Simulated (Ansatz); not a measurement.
A geometry of P away from equilibrium: the start of the relaxation of a relaxed P cell, doubled along one cell vector, shaken by Gaussian noise of σ = 0.08 Å a coordinate. The numbers are results of r2SCAN (plane waves to 500 eV, PAW, scalar-relativistic; Ansatz, a program for electronic structure), not measurements. Γ-centred k-mesh 6×6×5 on the run's cell (coarser than for final values), Fermi–Dirac smearing 0.05 eV.

```xyz
6
Lattice="4.4611 0.0000 0.0000 -2.2306 3.8635 0.0000 0.0000 0.0000 5.0159" Properties=species:S:1:pos:R:3 pbc="T T T"
P      0.0290     0.0205     0.0681
P      0.0168     0.0333     2.5201
P      0.0470     2.6026     1.1635
P     -0.0318     2.7216     3.7602
P      2.1780     1.2234     1.3347
P      2.1918     1.2861     3.8289
```

**Question.** Give the Cartesian forces on all atoms (eV/Å).

**Answer.** 
| atom | Fx | Fy | Fz |
|---|---|---|---|
| P1 | 0.07 | 0.05 | 0.22 |
| P2 | 0.11 | 0.02 | -0.09 |
| P3 | 0.00 | 0.02 | -0.08 |
| P4 | -0.14 | 0.00 | 0.05 |
| P5 | -0.10 | 0.03 | 0.02 |
| P6 | 0.07 | -0.12 | -0.11 |

**Question.** What is the pressure?

**Answer.** +0.4 GPa, compression positive.

No spin polarisation in the result. No dispersion correction is included, so spacings between layers, chains or molecules are soft and tend to come out too large.

The end of the path is a generated cell of P: the first start was made by placing the elements on the sites of a structure type, and the end was not matched to a known phase here, so it may be hypothetical. Known forms of P include space group No. 64.
